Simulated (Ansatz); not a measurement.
Al2W:
```
Al2W
1.0
    0.00000     4.13666     4.44567
    2.46034     0.00000     4.44567
    2.46034     4.13666     0.00000
Al W
4 2
Direct
  0.08302   0.41698   0.08302
  0.41698   0.08302   0.41698
  0.16698   0.83302   0.16698
  0.83302   0.16698   0.83302
  0.75000   0.75000   0.75000
  0.50000   0.50000   0.50000
```

Relaxed with PBEsol. Special points in fractions of this cell's reciprocal vectors: Γ (0.000, 0.000, 0.000); Y (0.500, 0.000, 0.500); T (1.000, 0.500, 0.500); Z (0.500, 0.500, 0.000); Σ0 (0.000, 0.415, 0.415); U0 (1.000, 0.585, 0.585); C0 (0.500, 0.238, 0.738); A0 (0.500, 0.762, 0.262); L (0.500, 0.500, 0.500).

Q: List the band energies nearest the Fermi level at these points for the program Ansatz at the PBEsol level (PAW).

A: In eV from the Fermi level; about four levels below and three above (degenerate sets whole), none deeper than 8.9 eV; points with the same levels are listed once.

| k | below | above |
|---|---|---|
| Γ | -1.85 -1.66 -0.70 -0.40 | 0.59 1.44 2.25 |
| Y | -1.52 -1.52 -0.82 -0.82 | 0.95 0.95 4.21 4.21 |
| T | -1.17 -1.17 -0.73 -0.73 | 0.66 0.66 2.88 2.88 |
| Z | -1.26 -1.26 -0.40 -0.40 | 0.71 0.71 4.48 4.48 |
| Σ0 | -1.01 -0.71 -0.39 -0.33 | 0.53 0.65 2.79 |
| C0 | -1.40 -1.40 -0.39 -0.39 | 1.21 1.21 3.46 3.46 |
| L | -1.32 -0.73 -0.67 -0.26 | 1.09 1.35 2.31 |

Space group Fddd. The start of the workflow was typed in or built on a structure type; neither database checked (COD, Materials Project) lists it. Whether it is the stable phase at ambient conditions was not checked. The PBEsol relaxation kept the symmetry of its start; its stability against distortions is not shown here. The run is not spin-polarised. Scalar-relativistic: spin–orbit coupling is off unless named, which matters more the heavier the elements.

Potentials: the later of the program's two PAW sets.
